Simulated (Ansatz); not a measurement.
Values for one crystal, relaxed and computed with LDA in the plane-wave PAW code Ansatz; other levels are named.

| Item | Value |
|---|---|
| Volume per atom | 16.40 Å³ |
| Band gap | 0.56 eV (indirect) |
| Electron effective mass | 0.15, 0.55, 0.55 mₑ (principal values) |
| Formation energy from the elements (no fitted shifts) | -1881 meV/atom |
| Bulk modulus (Birch–Murnaghan fit) | 147 GPa |
| Smallest direct gap on the standard path | 0.79 eV |
| Conduction-band minimum | at K (2 equivalent valleys) |

Question: Which of these materials gives this?
A) LaN, P6_3mc (La on 2b, N on 2b)
B) H4IN, Imm2 (H on 4c, H on 4d, I on 2b, N on 2a)
C) Sr3SbN, anti-perovskite
D) YN, P6_3/mmc (Y on 2d, N on 2c)

Answer: D, YN, P6_3/mmc (Y on 2d, N on 2c)

The workflow started from a Materials Project entry (that database holds measured and hypothetical structures alike); the Crystallography Open Database copy checked does not list it. COD files the formula under space group No. 225. Whether it is the stable phase at ambient conditions was not checked. The cell was relaxed with LDA under the symmetry of its start; its stability against distortions is not shown here. No spin polarisation was allowed. The references are the lowest solids computed at this level, not always the standard phases (solids in place of the gases). Scalar-relativistic: spin–orbit coupling is off unless named, which matters more the heavier the elements.

Potentials: the later of the program's two PAW sets.
